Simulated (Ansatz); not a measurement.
This Sn₃GeSe₄ structure is the end of a relaxation. The cell was found from a structure generator's guess, not taken from experiment.

Level of theory: DFT PBE, scalar-relativistic, plane waves, PAW (Ansatz). Cutoff 420 eV, Γ-centred mesh, Gaussian smearing, no spin polarisation.

```yaml
crystal:
  lattice:
    - [4.22456, 0.00000, 0.00000]
    - [0.00000, 4.22456, 0.00000]
    - [0.00000, 0.00000, 11.93925]
  atoms:
    - { symbol: Sn, position: [0.00000, 0.00000, 0.00000] }
    - { symbol: Sn, position: [0.50000, 0.50000, 0.74534] }
    - { symbol: Sn, position: [0.50000, 0.50000, 0.25466] }
    - { symbol: Ge, position: [0.00000, 0.00000, 0.50000] }
    - { symbol: Se, position: [0.00000, 0.00000, 0.74038] }
    - { symbol: Se, position: [0.50000, 0.50000, 0.50000] }
    - { symbol: Se, position: [0.00000, 0.00000, 0.25962] }
    - { symbol: Se, position: [0.50000, 0.50000, 0.00000] }
```

Energies over the elements count from the elements' standard structures at the same level, with no fitted energy shifts. The references include grey tin.

Question: What space group does it have?

Answer: P4/mmm (No. 123), with Sn and Ge ordered on rock salt sites. Conventional cell: a = 4.225 Å, c = 11.939 Å. Sn on a site of symmetry 4/mmm is surrounded by 6 Se at 2.99–3.10 Å; Sn on a site of symmetry 4mm is surrounded by 6 Se at 2.93–3.04 Å; Ge has 6 Se at 2.87–2.99 Å; Se on a site of symmetry 4mm is surrounded by 1 Ge at 2.87 Å and 5 Sn at 2.99–3.10 Å; 2 more sites not described.

Question: What is its formation energy per atom?

Answer: −0.36 eV/atom. A negative formation energy is needed for stability but isn't enough: competing phases decide.

Question: Is it a metal?

Answer: It can't be told: the gap on the 10×10×4 mesh is only 0.03 eV.

The last run used a 10×10×4 mesh (in the run's order of axes) for its 8-atom cell and Gaussian smearing of 0.10 eV. The reference form of Se is held partly by dispersion forces, which this level lacks. A gap this small is below the smearing, so the run can't tell it from none. A structure relaxed within its symmetry needn't be a true minimum.
